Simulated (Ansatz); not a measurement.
Here is the system:

TaC:
```
CELL_PARAMETERS angstrom
      3.02187     0.00000     0.00000
     -1.51093     2.61701     0.00000
      0.00000     0.00000     2.86019
ATOMIC_POSITIONS crystal
  Ta 0.00000 0.00000 0.00000
  C  0.33333 0.66667 0.50000
```

This is the PBEsol-relaxed structure. Cartesian axes are those of the cell as given.

All from PBEsol in the plane-wave PAW code Ansatz, unless another level is named. Estimate the Young's modulus.

382 GPa.

Predict the elastic constants (relaxed ions, GPa).

C11 = 538, C12 = 187, C13 = 144, C33 = 785, C44 = 87.8.

Space group P-6m2. The start of the workflow was typed in or built on a structure type; the Crystallography Open Database copy checked does not list it. It is not the phase usual at ambient conditions (space group No. 225). Symmetry was held in the PBEsol relaxation; its stability against distortions is not shown here. The run is not spin-polarised. As this level gives no gap, shear constants depend on the k-mesh and smearing (Fermi–Dirac, 0.1 eV here). On the denser mesh and wider smearing of the elastic run this cell carries a stress of 0.4 GPa. Spin–orbit coupling is left out wherever it is not named.

Potentials: the later of the program's two PAW sets.
